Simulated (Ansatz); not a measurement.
# Computed frozen-phonon scan: Ge (space group P4_32_12)

Relaxed Ge (space group P4_32_12):

```
Ge
1.0
    5.87865     0.00000     0.00000
    0.00000     5.87865     0.00000
    0.00000     0.00000     6.89847
Ge
12
Direct
  0.08823   0.08823   0.00000
  0.41177   0.58823   0.75000
  0.91177   0.91177   0.50000
  0.58823   0.41177   0.25000
  0.17202   0.36996   0.25632
  0.13004   0.67202   0.00632
  0.82798   0.63004   0.75632
  0.86996   0.32798   0.50632
  0.67202   0.13004   0.99368
  0.63004   0.82798   0.24368
  0.32798   0.86996   0.49368
  0.36996   0.17202   0.74368
```

A phonon eigenvector at Γ is frozen into this cell: atom i moves by Q times the vector below, so Q is the largest atomic displacement, in Å. The cell is held. It is one choice among 2 degenerate patterns.

| atom | x | y | z |
|---|---|---|---|
| Ge1 | -0.508 | 0.795 | 0.332 |
| Ge2 | 0.508 | 0.795 | -0.332 |
| Ge3 | -0.508 | 0.795 | -0.332 |
| Ge4 | 0.508 | 0.795 | 0.332 |
| Ge5 | -0.677 | -0.007 | -0.254 |
| Ge6 | 0.134 | -0.788 | 0.491 |
| Ge7 | -0.677 | -0.007 | 0.254 |
| Ge8 | 0.134 | -0.788 | -0.491 |
| Ge9 | 0.677 | -0.007 | -0.254 |
| Ge10 | -0.134 | -0.788 | 0.491 |
| Ge11 | 0.677 | -0.007 | 0.254 |
| Ge12 | -0.134 | -0.788 | -0.491 |

Calculation: LDA (plane waves to 420 eV, PAW, scalar-relativistic; Ansatz, a quantum-chemistry and plane-wave program). k mesh 5×5×4 (Γ-centred), Fermi-Dirac smearing 0.05 eV. The energy includes the smearing's −TS. Stress and pressure are positive under compression. Ge was relaxed with its symmetry unable to fall. This is one of several known forms of Ge; the measured ambient cells at hand have space group No. 227. ΔE is measured from the undisplaced structure.

```json
[
 {"Q (Å)": "-0.100", "ΔE (meV/cell)": "963", "P (GPa)": "1.59", "−dE/dQ from forces (eV/Å)": "19.440"},
 {"Q (Å)": "-0.083", "ΔE (meV/cell)": "667", "P (GPa)": "1.10", "−dE/dQ from forces (eV/Å)": "16.110"},
 {"Q (Å)": "-0.067", "ΔE (meV/cell)": "426", "P (GPa)": "0.70", "−dE/dQ from forces (eV/Å)": "12.831"},
 {"Q (Å)": "-0.050", "ΔE (meV/cell)": "239", "P (GPa)": "0.39", "−dE/dQ from forces (eV/Å)": "9.589"},
 {"Q (Å)": "-0.033", "ΔE (meV/cell)": "106", "P (GPa)": "0.17", "−dE/dQ from forces (eV/Å)": "6.376"},
 {"Q (Å)": "-0.017", "ΔE (meV/cell)": "27", "P (GPa)": "0.04", "−dE/dQ from forces (eV/Å)": "3.184"},
 {"Q (Å)": "0.000", "ΔE (meV/cell)": "0", "P (GPa)": "0.00", "−dE/dQ from forces (eV/Å)": "0.000"},
 {"Q (Å)": "0.017", "ΔE (meV/cell)": "27", "P (GPa)": "0.04", "−dE/dQ from forces (eV/Å)": "-3.184"},
 {"Q (Å)": "0.033", "ΔE (meV/cell)": "106", "P (GPa)": "0.17", "−dE/dQ from forces (eV/Å)": "-6.376"},
 {"Q (Å)": "0.050", "ΔE (meV/cell)": "239", "P (GPa)": "0.39", "−dE/dQ from forces (eV/Å)": "-9.589"},
 {"Q (Å)": "0.067", "ΔE (meV/cell)": "426", "P (GPa)": "0.70", "−dE/dQ from forces (eV/Å)": "-12.831"},
 {"Q (Å)": "0.083", "ΔE (meV/cell)": "667", "P (GPa)": "1.10", "−dE/dQ from forces (eV/Å)": "-16.110"},
 {"Q (Å)": "0.100", "ΔE (meV/cell)": "963", "P (GPa)": "1.59", "−dE/dQ from forces (eV/Å)": "-19.440"}
]
```

Summary:

Energy at Q = 0.100 Å: 963 meV/cell
Space group of the distorted cell: P2_1 (No. 4), lowered from P4_32_12
Symmetry of the curve: even: the same for both signs
Shape of the curve: a single well with its minimum at or next to zero displacement
Harmonic wavenumber from the curvature (finite differences): 273 cm⁻¹
Wavenumber by perturbation theory (DFPT, on another k mesh): 272 cm⁻¹

The 13 points together took roughly 13 core-minutes.

(For displaced atoms, the force is minus the slope of the energy, and its curvature is a force constant, which sets phonon frequencies.)
